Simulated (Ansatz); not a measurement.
All numbers below come from Ansatz 0.2.0, DFT PBE+D3(BJ), scalar-relativistic, plane waves, PAW. All cells share a 420 eV cutoff and Γ-centred k meshes spaced at most about 0.3 Å⁻¹ (about 0.25 or finer for metals, 2π included). No spin polarisation in the final relaxations.

These are static total energies at zero pressure. All come from trial cells, and lower structures may exist.

**Question.** These unrelaxed guesses for LiSe₂ are each relaxed within their symmetry. Order them by the energy at which they end, lowest first.
A.

```xyz
3
Lattice="3.7365 0.0000 0.0000 -1.8682 3.2359 0.0000 0.0000 0.0000 6.0038" Properties=species:S:1:pos:R:3 pbc="T T T"
Li    0.0000    0.0000    3.0019
Se    0.0000    2.1573    4.5409
Se    1.8683    1.0786    1.4628
```

B.

```xyz
3
Lattice="1.8682 1.0786 6.0038 -1.8682 1.0786 6.0038 0.0000 -2.1573 6.0038" Properties=species:S:1:pos:R:3 pbc="T T T"
Li    0.0000    0.0000    9.0056
Se    0.0000    0.0000   13.4703
Se    0.0000    0.0000    4.5409
```

**Answer.** B (ends in Fm-3m, fluorite type, 0 meV/atom), A (ends in P-3m1, 108 meV/atom).

In Fm-3m, P-3m1 an odd number of electrons in the primitive cell allows no gap without spin; a larger cell or a magnetic state could open one. A magnetic state wasn't ruled out in cells without spin, among them P-3m1. Cells relaxed within their symmetry can be saddle points. Some candidate types were left out of the draw beforehand, so a known form may be missing.
